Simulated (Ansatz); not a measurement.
Zr:
```yaml
crystal:
  lattice:
    - [3.18377, 0.00000, 0.00000]
    - [-1.59189, 2.75723, 0.00000]
    - [0.00000, 0.00000, 5.11859]
  atoms:
    - { symbol: Zr, position: [0.33333, 0.66667, 0.25000] }
    - { symbol: Zr, position: [0.66667, 0.33333, 0.75000] }
```

Relaxed with PBEsol. Special points in fractions of this cell's reciprocal vectors: Γ (0.000, 0.000, 0.000); M (0.500, 0.000, 0.000); K (0.333, 0.333, 0.000); A (0.000, 0.000, 0.500); L (0.500, 0.000, 0.500); H (0.333, 0.333, 0.500).

Task: List the band energies nearest the Fermi level at these points for PBEsol in the plane-wave PAW code Ansatz.

Result: In eV from the Fermi level; about four levels below and three above (degenerate sets whole), none deeper than 8.9 eV; points with the same levels are listed once.

```json
[
 {"k": "Γ", "below": "-5.75 -3.16", "above": "0.86 0.86 0.92"},
 {"k": "M", "below": "-2.72 -2.58 -2.28 -0.11", "above": "0.56 0.75 1.46"},
 {"k": "K", "below": "-2.23 -1.35 -1.35 -1.14", "above": "0.23 0.23 1.81"},
 {"k": "A", "below": "-4.01 -4.01 -0.02 -0.02", "above": "0.78 0.78 0.78 0.78"},
 {"k": "L", "below": "-3.00 -3.00 -1.17 -1.17", "above": "1.76 1.76 2.29 2.29"},
 {"k": "H", "below": "-1.53 -1.53 -1.33 -1.33", "above": "0.00 0.00 2.05 2.05"}
]
```

Space group P6_3/mmc (hcp (Mg type)). Symmetry was held in the PBEsol relaxation. No spin polarisation was allowed. Scalar-relativistic: spin–orbit coupling is off unless named, which matters more the heavier the elements.

Potentials: the earlier of the program's two PAW sets. The files were generated under PBE; for other functionals the program regenerates the frozen cores, and for LDA and PBEsol the local potential too.
